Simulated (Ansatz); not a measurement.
AlP:
```
AlP
1.0
    3.82118     0.00000     0.00000
   -1.91059     3.30924     0.00000
    0.00000     0.00000     8.63246
Al P
3 3
Direct
  0.50000   0.00000   0.50000
  0.00000   0.50000   0.16667
  0.50000   0.50000   0.83333
  0.50000   0.00000   0.00000
  0.00000   0.50000   0.66667
  0.50000   0.50000   0.33333
```

Relaxed with PBEsol. Special points in fractions of this cell's reciprocal vectors: Γ (0.000, 0.000, 0.000); M (0.500, 0.000, 0.000); K (0.333, 0.333, 0.000); A (0.000, 0.000, 0.500); L (0.500, 0.000, 0.500); H (0.333, 0.333, 0.500).

**Question.** List the band energies nearest the valence-band maximum at these points for PBEsol (plane waves, PAW; program Ansatz).

**Answer.** In eV from the valence-band maximum; about four levels below and three above (degenerate sets whole), none deeper than 8.9 eV; points with the same levels are listed once.

```csv
k,below,above
Γ,-0.37 -0.37 -0.04 0.00,2.04 2.04 2.18
M,-2.49 -1.89 -1.66 -1.60,0.84 1.33 1.54
K,-3.72 -3.72 -2.21 -1.62 -1.62,1.16 2.44 2.44
A,-0.57 -0.41 -0.18 -0.18,1.80 2.79 2.79
L,-2.39 -1.97 -1.85 -1.38,1.46 2.02 2.22
H,-3.52 -3.52 -2.35 -1.39,2.39 3.56 3.56
```

Space group P6_222. The start of the workflow was typed in or built on a structure type; neither database checked (COD, Materials Project) lists it. It is not the phase usual at ambient conditions (space group No. 216). Symmetry was held in the PBEsol relaxation; of distortions, only those at the zone centre were tested.

Potentials: the later of the program's two PAW sets.
